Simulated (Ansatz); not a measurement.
Theory: DFT PBE, scalar-relativistic, plane waves, PAW in Ansatz. Settings of the last relaxation (6-atom cell): 420 eV, 12×12×12 k points, Gaussian smearing of 0.10 eV, no spin polarisation.

Formation energies are uncorrected and count from the elements' standard states at the same level.

Task: Propose a candidate for a trigonal metal that holds Se and 1 more element, with a formation energy near −0.20 eV/atom and about 23 Å³ per atom, in a cell of 6 atoms.

Result: Mg₅Se, space group R-3m (No. 166). Mg on a site of symmetry 3m is surrounded by 1 Mg at 2.98 Å, 3 Mg at 3.20 Å, 6 Mg at 3.44 Å, 3 Se at 3.62 Å and 3 Mg at 3.76 Å; around Mg on a site of symmetry 2/m lie 2 Se at 2.74 Å, 6 Mg at 3.10–3.20 Å and 4 Mg at 3.44 Å; Se is surrounded by 6 Mg at 2.74 Å and 6 Mg at 3.62 Å.

```cif
data_structure
_symmetry_space_group_name_H-M 'P 1'
_symmetry_Int_Tables_number 1
_cell_length_a 5.4758
_cell_length_b 5.4758
_cell_length_c 5.4758
_cell_angle_alpha 68.868
_cell_angle_beta 68.868
_cell_angle_gamma 68.868
_cell_volume 137.74
loop_
_atom_site_label
_atom_site_type_symbol
_atom_site_fract_x
_atom_site_fract_y
_atom_site_fract_z
_atom_site_occupancy
Mg1 Mg 0.11967 0.11967 0.11967 1
Mg2 Mg 0.88033 0.88033 0.88033 1
Mg3 Mg 0.50000 0.50000 0.00000 1
Mg4 Mg 0.00000 0.50000 0.50000 1
Mg5 Mg 0.50000 0.00000 0.50000 1
Se1 Se 0.50000 0.50000 0.50000 1
```

* Volume per atom: 22.96 Å³
* Density: 2.42 g/cm³
* Energy over the elements: −0.20 eV/atom
* Gap on the 12×12×12 mesh of the 6-atom cell: 0 eV (a metal)

The cell was found from a structure generator's guess, not taken from experiment. The answer needn't be unique; the calculation gave this one.

The reference form of Se is held partly by dispersion forces, which this level lacks. Symmetry constrained the relaxation, so the result can be a saddle point.
